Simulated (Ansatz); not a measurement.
SiH8N2F6:
```
SiH8N2F6
1.0
    0.00000     4.04765     4.04765
    4.04765     0.00000     4.04765
    4.04765     4.04765     0.00000
Si H N F
1 8 2 6
Direct
  0.00000   0.00000   0.00000
  0.32260   0.03220   0.32260
  0.67740   0.96780   0.67740
  0.67740   0.67740   0.67740
  0.32260   0.32260   0.32260
  0.03220   0.32260   0.32260
  0.96780   0.67740   0.67740
  0.67740   0.67740   0.96780
  0.32260   0.32260   0.03220
  0.25000   0.25000   0.25000
  0.75000   0.75000   0.75000
  0.21010   0.78990   0.21010
  0.78990   0.21010   0.78990
  0.21010   0.78990   0.78990
  0.78990   0.21010   0.21010
  0.21010   0.21010   0.78990
  0.78990   0.78990   0.21010
```

Relaxed with r²SCAN+D4. Independent-particle spectrum: no excitons, no local fields, no scissors shift; 0.1 eV broadening; ε₁ of the summed bands alone.

Task: Tabulate the dielectric function from DFT-r²SCAN+D4 in the program Ansatz with PAW potentials.

Result: 

```
E (eV)  ε₁ xx  ε₂ xx
------  -----  -----
0.0      1.86   0.00
0.5      1.86   0.00
1.0      1.87   0.00
1.5      1.87   0.00
2.0      1.88   0.00
2.5      1.89   0.00
3.0      1.90   0.00
3.5      1.91   0.00
4.0      1.93   0.00
4.5      1.95   0.00
5.0      1.98   0.00
5.5      2.00   0.00
6.0      2.04   0.00
6.5      2.08   0.00
7.0      2.14   0.00
7.5      2.22   0.00
8.0      2.35   0.01
8.5      2.57   0.23
9.0      2.48   0.41
9.5      2.44   0.50
10.0     2.29   0.54
10.5     2.43   0.31
11.0     2.75   0.88
11.5     2.83   1.41
12.0     1.83   0.62
```

Task: From ε at 9.7 eV (xx: 2.41 + 0.56i), find n, k, the normal reflectivity and the absorption coefficient.

Result: n = 1.56, k = 0.179, R = 5 %, α = 2kE/ħc = 180000 cm⁻¹.

With all bands, ε∞ without local fields is 2.06.

Space group Fm-3m. The start of the workflow was typed in or built on a structure type; neither database checked (COD, Materials Project) lists it. COD files the formula under space group No. 186, so this cell is another polymorph or a model. Its standing as an ambient phase is unchecked. The r²SCAN+D4 relaxation kept the symmetry of its start; its stability against distortions is not shown here. The volume moved by -22 % from the start of the relaxation.

Potentials: the later of the program's two PAW sets.
